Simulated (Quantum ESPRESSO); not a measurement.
# Strain and stress in AlGa2InAs4

These are calculations, not measurements. They come from pw.x of Quantum ESPRESSO 7.5, a plane-wave density functional program, with PseudoDojo standard norm-conserving files (v0.5 for PBE, v0.4.1 for LDA and PBEsol). The cells are made up: elements, strain and atom displacements were drawn at random, and nothing was relaxed. There is no spin polarisation, spin-orbit coupling or dispersion term.

The cell has 8 sites of a zincblende or diamond lattice. Sites 1 to 4 hold Al Ga Ga In; sites 5 to 8 hold As As As As. Cell vectors in Å: (5.760, 0.055, -0.011); (0.056, 5.900, -0.032); (-0.011, -0.032, 5.832). Settings: PBE, cutoff 1143 eV, 6 x 6 x 6 k mesh shifted by half a step, Fermi-Dirac smearing of 0.1 eV.

Each run adds a shear xy (given as the tensor component) to one cell, with the atoms carried along; the vectors above are those of run 3. Stress is positive in tension and P is minus a third of its trace. E is the free energy for each atom above the lowest run shown.

```
run,strain (%),s_xx (GPa),s_yy (GPa),s_zz (GPa),s_xy (GPa),P (GPa),E (meV/atom)
1,-2.13,-4.88,-2.09,-3.98,-0.63,3.65,0.39
2,-1.90,-4.88,-2.09,-3.99,-0.31,3.65,0.00
3,0.77,-5.29,-2.39,-4.31,3.30,4.00,12.11
5,1.29,-5.44,-2.52,-4.43,4.01,4.13,18.05
6,1.73,-5.58,-2.65,-4.55,4.61,4.26,24.02
7,2.12,-5.72,-2.78,-4.66,5.15,4.39,30.03
4,0.98,?,?,?,?,?,?
```

A rerun of one of these cells at 1437 eV and k mesh 8 x 8 x 8 moved values by no more than 0.004 eV in the cell's energy, 0.02 GPa in stress and 0.002 eV/Å in force.

## Worked fit

A parabola through the six runs shown gives s_xy = 2.25 + 1.36 e + 0.004 e² GPa, with e in per cent and a scatter of 0.01 GPa. The slope is a stiffness of 136 ± 2 GPa for each unit of this strain at e = 0, twice a shear constant under the stress shown, since the tensor component is half the shear angle. The atoms are clamped, and relaxing them would in general lower it. The error is the larger of the fit's own and the change that a cubic makes, rounded up.

## Withheld run

Question: what s_xy should run 4 give?

The fit gives 3.59 GPa. The calculation gave 3.59 GPa.

| run | strain (%) | s_xx (GPa) | s_yy (GPa) | s_zz (GPa) | s_xy (GPa) | P (GPa) | E (meV/atom) |
| --- | --- | --- | --- | --- | --- | --- | --- |
| 4 | 0.98 | -5.35 | -2.44 | -4.36 | 3.59 | 4.05 | 14.37 |